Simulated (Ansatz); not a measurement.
A trial cell of Al₃Ga₂N₅, before relaxation:

```cif
data_structure
_symmetry_space_group_name_H-M 'I4/mmm'
_symmetry_Int_Tables_number 139
_cell_length_a 3.3706
_cell_length_b 3.3706
_cell_length_c 23.8335
_cell_angle_alpha 90.000
_cell_angle_beta 90.000
_cell_angle_gamma 90.000
_cell_volume 270.76
loop_
_atom_site_label
_atom_site_type_symbol
_atom_site_symmetry_multiplicity
_atom_site_Wyckoff_symbol
_atom_site_fract_x
_atom_site_fract_y
_atom_site_fract_z
_atom_site_occupancy
Al1 Al 4 e 0.50000 0.50000 0.10000 1
Al2 Al 2 a 0.00000 0.00000 0.00000 1
Ga1 Ga 4 e 0.00000 0.00000 0.20000 1
N1 N 4 e 0.50000 0.50000 0.20000 1
N2 N 4 e 0.50000 0.50000 0.40000 1
N3 N 2 b 0.50000 0.50000 0.00000 1
```

Method: DFT PBE, scalar-relativistic, plane waves, PAW in Ansatz 0.2.0. Cutoff 420 eV, Gaussian smearing, Γ-centred meshes. Cell and atoms relax first on a coarse mesh and then on a converged one. In between, the cell is made exact in the group found at 0.06 Å. The steps can't lower the symmetry of their start. No spin polarisation in the relaxation; trial moments died out in a coarse test.

A guess keeps its type if space group and coordination stay and the shape of the cell changes little (axis ratios within about 15 %, angles within 6°); the volume may change.

Task: Will the relaxed cell still be of the starting type?

Result: It keeps its type. The symmetry stays I4/mmm (No. 139). The volume per atom shrinks by 33.8 %, from 13.5 to 9.0 Å³. The shortest distance goes from 2.38 Å (Al–N and Ga–N) to 2.01 Å (Al–N). The ratio c/a of the conventional cell changes by a factor of 1.00. Counting neighbours within 15 % of an atom's shortest distance, the start has Al 6, Ga 6, N 6 and the end Al 6, Ga 6, N 6.

The last run used a 14×14×14 mesh for its 10-atom cell and Gaussian smearing of 0.02 eV. A structure relaxed within its symmetry needn't be a true minimum.
